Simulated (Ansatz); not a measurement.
CuPt in space group R-3m (No. 166; Cu on 3a, Pt on 3b), plane-wave PAW LDA (Ansatz code), all energies at zero smearing, with the estimated change up to a 700 eV cutoff added, with one set of potentials and settings (totals compare only within such a set). Cell of 2 atoms (1 Cu, 1 Pt): -18800.999 eV.

```
element             reference phase  E (eV/atom)
-------  --------------------------  -----------
Cu       Fm-3m, 1 atoms in the cell   -6555.7242
Pt       Fm-3m, 1 atoms in the cell  -12244.9860
```

Formation energy per atom, worked out: (-18800.999 − 1×(-6555.7242) − 1×(-12244.9860))/2 = -0.144 eV/atom (-14 kJ per mol of atoms), at 0 K, without zero-point energy or fitted corrections.

The first step of the workflow began from a Materials Project structure, measured or hypothetical; the Crystallography Open Database copy checked does not list it. With Cu and Pt taken as one species the cell has the higher symmetry Fm-3m, so it may be an ordered model of a mixed-site phase. Its standing as an ambient phase is unchecked. The cell was relaxed with LDA under the symmetry of its start; of distortions, only those at the zone centre were tested. The run is not spin-polarised. The references are the lowest solids computed at this level, not always the standard phases. Scalar-relativistic: spin–orbit coupling is off unless named, which matters more the heavier the elements.

Potentials: the later of the program's two PAW sets.
